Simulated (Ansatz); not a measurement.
OsO$_{2}$ (rutile, P4_2/mnm) at seven volumes, PBEsol in the plane-wave PAW code Ansatz, shape and atoms relaxed at each. One row is withheld.

| V (Å³/atom) | P (GPa) |
|---|---|
| 9.572 | 35.19 |
| 9.888 | 21.49 |
| 10.203 | 9.86 |
| 10.519 | 0.00 |
| 10.834 | ? |
| 11.150 | -15.39 |
| 11.465 | -21.30 |

Question: Fit the shown pressures and predict the withheld one.

Answer: Third-order Birch–Murnaghan: P = (3/2)B₀(x^(7/2) − x^(5/2))[1 + (3/4)(B′ − 4)(x − 1)] with x = (V₀/V)^(2/3). Least squares on the six rows gives V₀ = 10.520 Å³/atom, B₀ = 301.0 GPa, B′ = 4.53. At V = 10.834, x = 0.9806 and P = -8.28 GPa. The run itself gave -8.34 GPa.

The workflow started from an entry of the Crystallography Open Database (COD). Its standing as an ambient phase is unchecked. The cell was relaxed with PBEsol under the symmetry of its start; whether a distortion lowers the energy is not shown. The run is not spin-polarised. Spin–orbit coupling is left out wherever it is not named.

Potentials: the later of the program's two PAW sets.
